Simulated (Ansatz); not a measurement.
AgAu₃ (Cu3Au type, Pm-3m), the program Ansatz at the PBEsol level (PAW), all energies at zero smearing, with the estimated change up to a 700 eV cutoff added, with one set of potentials and settings (totals compare only within such a set). Cell of 4 atoms (1 Ag, 3 Au): -46543.728 eV.

```csv
element,reference phase,E (eV/atom)
Ag,"P6_3/mmc, 4 atoms in the cell",-7522.2452
Au,"Fm-3m, 1 atoms in the cell",-13007.0999
```

Formation energy per atom, worked out: (-46543.728 − 1×(-7522.2452) − 3×(-13007.0999))/4 = -0.046 eV/atom (-4 kJ per mol of atoms), at 0 K, without zero-point energy or fitted corrections.

The workflow started from a Materials Project entry (that database holds measured and hypothetical structures alike); the Crystallography Open Database copy checked does not list it. Its standing as an ambient phase is unchecked. The cell was relaxed with PBEsol under the symmetry of its start; whether a distortion lowers the energy is not shown. The run is not spin-polarised. The references are the lowest solids computed at this level, not always the standard phases. Scalar-relativistic: spin–orbit coupling is off unless named, which matters more the heavier the elements.

Potentials: the later of the program's two PAW sets.
